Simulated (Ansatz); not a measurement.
Relaxation of a relaxed NbRu cell displaced along its unstable phonon at q = Γ (124i cm⁻¹), largest move 0.15 Å; 4 atoms in the cell, which starts as Pmm2 (No. 25), oP4; a = c = 2.977 Å, b = 8.168 Å, α = β = γ = 90.00°. Method: PBE (plane waves to 420 eV, PAW, scalar-relativistic; Ansatz, an electronic-structure program). Γ-centred k-mesh 11×11×4 on the run's cell (coarser than for final values), Fermi–Dirac smearing 0.05 eV. This is the first round of the run. 

The optimiser's lines from the output (shortened; P is positive under compression):

```
relax step   1: F+E_penalty+E_count = -20859.48982497 eV  Δ(F+E_penalty+E_count) = +0.000e0 eV  max|allowed force component| = 8.070e-1 eV/Å  Δτ_max = 0.0000 Å  P = -0.502 GPa  Ω = 72.370 Å³  (7 SCF iters, dr2 threshold 1.00e-7 eV, accepted)
relax step   2: F+E_penalty+E_count = -20859.82779078 eV  Δ(F+E_penalty+E_count) = -3.380e-1 eV  max|allowed force component| = 1.709e0 eV/Å  Δτ_max = 0.1951 Å  P = -0.094 GPa  Ω = 71.291 Å³  (7 SCF iters, dr2 threshold 4.00e-7 eV, accepted)
relax step   3: F+E_penalty+E_count = -20860.35578264 eV  Δ(F+E_penalty+E_count) = -5.280e-1 eV  max|allowed force component| = 1.871e0 eV/Å  Δτ_max = 0.2000 Å  P = +0.183 GPa  Ω = 69.896 Å³  (8 SCF iters, dr2 threshold 4.00e-7 eV, accepted)
relax step   4: F+E_penalty+E_count = -20860.83141937 eV  Δ(F+E_penalty+E_count) = -4.756e-1 eV  max|allowed force component| = 1.249e0 eV/Å  Δτ_max = 0.1955 Å  P = -2.560 GPa  Ω = 69.347 Å³  (7 SCF iters, dr2 threshold 4.00e-7 eV, accepted)
relax step   5: F+E_penalty+E_count = -20861.16509999 eV  Δ(F+E_penalty+E_count) = -3.337e-1 eV  max|allowed force component| = 8.513e-1 eV/Å  Δτ_max = 0.1950 Å  P = +1.954 GPa  Ω = 66.701 Å³  (8 SCF iters, dr2 threshold 4.00e-7 eV, accepted)
relax step   6: F+E_penalty+E_count = -20861.28261696 eV  Δ(F+E_penalty+E_count) = -1.175e-1 eV  max|allowed force component| = 1.305e-1 eV/Å  Δτ_max = 0.1952 Å  P = -0.949 GPa  Ω = 67.231 Å³  (7 SCF iters, dr2 threshold 4.00e-7 eV, accepted)
relax step   7: F+E_penalty+E_count = -20861.28985142 eV  Δ(F+E_penalty+E_count) = -7.234e-3 eV  max|allowed force component| = 3.138e-2 eV/Å  Δτ_max = 0.0163 Å  P = +0.127 GPa  Ω = 66.929 Å³  (6 SCF iters, dr2 threshold 4.00e-7 eV, accepted)
relax step   8: F+E_penalty+E_count = -20861.29027972 eV  Δ(F+E_penalty+E_count) = -4.283e-4 eV  max|allowed force component| = 2.138e-2 eV/Å  Δτ_max = 0.0049 Å  P = -0.080 GPa  Ω = 67.037 Å³  (6 SCF iters, dr2 threshold 4.00e-7 eV, accepted)
relax step   9: F+E_penalty+E_count = -20861.29032736 eV  Δ(F+E_penalty+E_count) = -4.764e-5 eV  max|allowed force component| = 2.799e-3 eV/Å  Δτ_max = 0.0016 Å  P = +0.013 GPa  Ω = 66.999 Å³  (6 SCF iters, dr2 threshold 3.50e-8 eV, accepted)
relax step  10: F+E_penalty+E_count = -20861.29032613 eV  Δ(F+E_penalty+E_count) = +1.230e-6 eV  max|allowed force component| = 1.896e-4 eV/Å  Δτ_max = 0.0002 Å  P = -0.002 GPa  Ω = 67.008 Å³  (6 SCF iters, dr2 threshold 1.50e-9 eV, accepted)
relax step  11: F+E_penalty+E_count = -20861.28865668 eV  Δ(F+E_penalty+E_count) = +1.669e-3 eV  max|allowed force component| = 4.264e-4 eV/Å  Δτ_max = 0.0000 Å  P = +0.005 GPa  Ω = 67.008 Å³  stress off target by 9.34e-3 GPa  SCF on the basis re-selected at this cell (its energy is not comparable with the rows above)  (6 SCF iters)
```

From the first to the last row the energy changes by -0.45 eV/atom and the volume by -7.4 %. The last row is marked as not comparable with the walk above it, whose basis was carried along; it does compare with step 1, since both stand on a basis selected at the nominal cutoff for their own cell.

Later rounds, restarted from the end of this one on a renewed k-mesh, logged 7 more steps and released under 0.01 eV/atom more. The final structure after all rounds: Pmmm (No. 47), oP4; a = 2.8746 Å, b = 2.9971 Å, c = 7.7789 Å, α = β = γ = 90.00°. Between re-selections the logged energies stand on a plane-wave basis carried along with the cell. No spin polarisation in the result.

The run could not lose the symmetry of its start, so the end can be a saddle point.

The relaxed structure here is a generated cell of NbRu: the first start was made by placing the elements on the sites of a structure type, and the end was not matched to a known phase here, so it may be hypothetical.
